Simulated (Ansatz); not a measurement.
CdO:
Space group P6₃mc (No. 186); a = b = 3.624 Å, c = 5.658 Å, α = β = 90.00°, γ = 120.00°

| atom | site | symmetry | x | y | z |
|---|---|---|---|---|---|
| Cd | 2b | 3m. | 0.6667 | 0.3333 | 0.4974 |
| O | 2b | 3m. | 0.3333 | 0.6667 | 0.3875 |

Relaxed at zero pressure with plane-wave PAW PBEsol (Ansatz code).

Question: The volume is raised by 6 % and shape and atoms relax at that volume. What pressure results, and how do the axes share the change?

Answer: -5.3 GPa; a 1.4 %, b 1.4 %, c 3.1 %; the energy rises by 17 meV/atom.

Question: Give the new structure.

Answer: 
Space group P6₃mc (No. 186); a = 3.6742 Å, b = 3.6742 Å, c = 5.8342 Å, α = 90.00°, β = 90.00°, γ = 120.00°

| atom | site | symmetry | x | y | z |
|---|---|---|---|---|---|
| Cd | 2b | 3m. | 0.3333 | 0.6667 | 0.0004 |
| O | 2b | 3m. | 0.3333 | 0.6667 | 0.3845 |

The phase is kept; no other phase was compared at this pressure.

Space group P6_3mc (wurtzite). The workflow started from a Materials Project entry (that database holds measured and hypothetical structures alike); the Crystallography Open Database copy checked does not list it. It is not the phase usual at ambient conditions (space group No. 225). The PBEsol relaxation kept the symmetry of its start; its stability against distortions is not shown here.

Potentials: the later of the program's two PAW sets.
